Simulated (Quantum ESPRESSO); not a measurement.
pw.x input (Quantum ESPRESSO 7.5; PBEsol, PseudoDojo standard norm-conserving files, scalar-relativistic):

```
&CONTROL
  calculation = 'scf'
  pseudo_dir = './pseudo'
  outdir = './out'
  tprnfor = .true.
  tstress = .true.
/
&SYSTEM
  ibrav = 0
  nat = 2
  ntyp = 2
  ecutwfc = 84.0
  ecutrho = 336.0
  occupations = 'smearing'
  smearing = 'fd'
  degauss = 0.002
  nbnd = 8
/
&ELECTRONS
  conv_thr = 2e-10
/
ATOMIC_SPECIES
B 10.8100 B.upf
N 14.0070 N.upf
CELL_PARAMETERS angstrom
  0.000000000000   3.495315000000   2.166090000000
  1.251630000000   0.000000000000   2.166090000000
  1.251630000000   3.495315000000   0.000000000000
ATOMIC_POSITIONS crystal
B   0.000050000000   0.000050000000   0.999950000000
N   0.666650000000   0.666650000000   0.333350000000
K_POINTS automatic
12 12 12 0 0 0
```

End of the output:

```
     total energy              =     -26.73931299 Ry
     estimated scf accuracy    <       0.00000092 Ry
     total energy              =     -26.73931322 Ry
     estimated scf accuracy    <       0.00000003 Ry
     total energy              =     -26.73931322 Ry
     estimated scf accuracy    <          2.9E-09 Ry
[...]
     the Fermi energy is     6.9406 ev
!    total energy              =     -26.73931323 Ry
     estimated scf accuracy    <          1.6E-11 Ry
     smearing contrib. (-TS)   =       0.00000000 Ry
     internal energy E=F+TS    =     -26.73931323 Ry
     The total energy is F=E-TS. E is the sum of the following terms:
     one-electron contribution =      -9.89923362 Ry
     hartree contribution      =       8.95925833 Ry
     xc contribution           =      -8.57979849 Ry
     ewald contribution        =     -17.21953944 Ry
     convergence has been achieved in   9 iterations
     Forces acting on atoms (cartesian axes, Ry/au):
     atom    1 type  1   force =     0.00000000    0.00000000    0.00037490
     atom    2 type  2   force =     0.00000000    0.00000000   -0.00037490
     Total force =     0.000530     Total SCF correction =     0.000000
     Computing stress (Cartesian axis) and pressure
          total   stress  (Ry/bohr**3)                   (kbar)     P=        9.60
   0.00008936  -0.00000000   0.00000000           13.15       -0.00        0.00
  -0.00000000   0.00001429   0.00000000           -0.00        2.10        0.00
   0.00000000   0.00000000   0.00009210            0.00        0.00       13.55
```
In a gapped system the printed Fermi energy is only some level inside the gap.

Geometry of the Materials Project entry, not relaxed at this level.
